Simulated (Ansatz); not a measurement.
SnS2, 1T layer, relaxed and computed with two functionals in Ansatz (plane waves, PAW).

```csv
functional,a (Å),thickness (Å),gap (eV),IP (eV)
LDA,3.617,2.94,1.46,6.88
PBE,?,?,?,?
```

**Question.** Complete the blanks.

**Answer.** 
- PBE, a (Å): 3.701
- PBE, thickness (Å): 2.96
- PBE, gap (eV): 1.57
- PBE, IP (eV): 6.83

All cells were relaxed under the symmetry of their starts (and spin orders); stability against distortions was not tested throughout. Scalar-relativistic: spin–orbit coupling is off unless named, which matters more the heavier the elements.

Potentials: the later of the program's two PAW sets.

Ansatz (a quantum-chemistry and plane-wave program) is a plane-wave DFT program.
